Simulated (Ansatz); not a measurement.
Al₃GaAs₄ (P-4m2), relaxed with PBE (Ansatz, a quantum-chemistry and plane-wave program, plane waves, PAW): a = b = 4.056 Å, c = 11.452 Å, α = β = γ = 90.00°.

```
Item                  Result
--------------------  ------
gap (eV)                1.27
B₀ by P(V) fit (GPa)    65.5
```

### Question
The same phase is relaxed and computed with r²SCAN in the same code. What are the cell and these values now?

### Answer
a = b = 4.0141 Å, c = 11.3385 Å, α = β = γ = 90.00°.

* **gap (eV)**: 1.79
* **B₀ by P(V) fit (GPa)**: 75.0

Typed or built starts, not in the databases checked: Al3GaAs4, P-4m2 (Pearson symbol tP8). All cells were relaxed under the symmetry of their starts (and spin orders); stability against distortions was not tested throughout. Spin–orbit coupling is left out wherever it is not named.

Potentials: the earlier of the program's two PAW sets. The files were generated under PBE; for other functionals the program regenerates the frozen cores, and for LDA and PBEsol the local potential too.

Ansatz is a plane-wave DFT program.
